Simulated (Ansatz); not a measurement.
Values for one crystal, relaxed and computed with HSE06 in the plane-wave PAW code Ansatz; other levels are named.

* **Volume per atom**: 19.43 Å³
* **Band gap**: 1.51 eV (direct)
* **Bulk modulus (Birch–Murnaghan fit)**: 56.1 GPa
* **Pressure derivative B′**: 4.3
* **Conduction-band minimum**: at Γ
* **Valence-band maximum**: at Γ

Question: Which of these materials gives this?
A) RbCrF6, R-3 (Rb on 3a, Cr on 3b, F on 18f)
B) SrZnAsF, P4/nmm (Sr on 2c, Zn on 2b, As on 2c, F on 2a)
C) YN, P6_3/mmc (Y on 4f, N on 2a, N on 2d)
D) ZnCu2SiTe4, I-42m (Zn on 2a, Si on 2b, Cu on 4d, Te on 8i)

Answer: B, SrZnAsF, P4/nmm (Sr on 2c, Zn on 2b, As on 2c, F on 2a)

The first step of the workflow began from a Materials Project structure, measured or hypothetical; the Crystallography Open Database copy checked does not list it. Its standing as an ambient phase is unchecked. The HSE06 relaxation kept the symmetry of its start; whether a distortion lowers the energy is not shown. The hybrid was solved on a coarse mesh, the path and, where they were found, the r²SCAN edge points; its band edges are the extreme levels among these. Spin–orbit coupling is left out wherever it is not named.

Potentials: the later of the program's two PAW sets.
